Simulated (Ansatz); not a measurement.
**Vibrational response of InAg3 at 2 GPa**

Method: DFT LDA, scalar-relativistic, plane waves, PAW in Ansatz 0.2.0. Settings: 420 eV plane-wave cutoff, Γ-centred 10×10×10 mesh, Fermi-Dirac smearing of 0.15 eV. No spin polarisation. Phonons by linear response, acoustic sum rule imposed.

The cell, relaxed at 2 GPa:
```
In Ag
1.0
     4.06527    0.00000    0.00000
     0.00000    4.06527    0.00000
     0.00000    0.00000    4.06527
In Ag
1 3
Cartesian
  0.0000 0.0000 0.0000
  0.0000 2.0326 2.0326
  2.0326 0.0000 2.0326
  2.0326 2.0326 0.0000
```

In a metal, frequencies and elastic constants depend on the k mesh and the smearing, soft modes and shear constants most.

Question: Is this structure stable against zone-centre distortions?

Answer: Yes, at Γ: no optical mode is imaginary. Strains and other wave vectors aren't tested by this run.

Question: List the optical modes at Γ (i marks imaginary ones).

Answer:
```
frequency (meV) degeneracy
           13.1           3
           13.8           3
           21.5           3
```

Cost: 1 run of about 3.6 core-minutes, on Arm Neoverse V2 (shared hosts).